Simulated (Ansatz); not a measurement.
Input:

Ge$_{2}$Sb$_{2}$Te$_{5}$:
Space group P3m1 (No. 156); a = b = 4.231 Å, c = 17.784 Å, α = β = 90.00°, γ = 120.00°

```
atom  site  symmetry       x       y       z
----  ----  --------  ------  ------  ------
Te      1a       3m.  0.0000  0.0000  0.9955
Sb      1b       3m.  0.3333  0.6667  0.0938
Te      1c       3m.  0.6667  0.3333  0.2044
Sb      1a       3m.  0.0000  0.0000  0.3197
Te      1b       3m.  0.3333  0.6667  0.4157
Te      1c       3m.  0.6667  0.3333  0.5860
Ge      1a       3m.  0.0000  0.0000  0.6642
Te      1b       3m.  0.3333  0.6667  0.7912
Ge      1c       3m.  0.6667  0.3333  0.8707
```

This is the r²SCAN+D4-relaxed structure.

**Question.** All from r²SCAN+D4 (plane waves, PAW; program Ansatz), unless another level is named. Estimate the formation energy from the elements (no fitted shifts).

**Answer.** -0.082 eV/atom.

**Question.** Next, the band gap?

**Answer.** 0.25 eV (smallest direct gap 0.26 eV).

**Question.** Give the weight of the conduction-edge state by species (Voronoi cells).

**Answer.** Sb 49 %, Te 40 %, Ge 11 %.

**Question.** And the valence-band maximum?

**Answer.** at Γ.

**Question.** What about the weight of the valence-edge state by species (Voronoi cells)?

**Answer.** Te 56 %, Sb 30 %, Ge 15 %.

**Question.** And the conduction-band minimum?

**Answer.** on the K–Γ line, 94 % of the way from K (6 equivalent valleys).

The start of the workflow was typed in or built on a structure type; neither database checked (COD, Materials Project) lists it. It is not the phase usual at ambient conditions (space group No. 164). The r²SCAN+D4 relaxation kept the symmetry of its start; its stability against distortions is not shown here. The references are the lowest solids computed at this level, not always the standard phases. Spin–orbit coupling is left out wherever it is not named.

Potentials: the earlier of the program's two PAW sets.
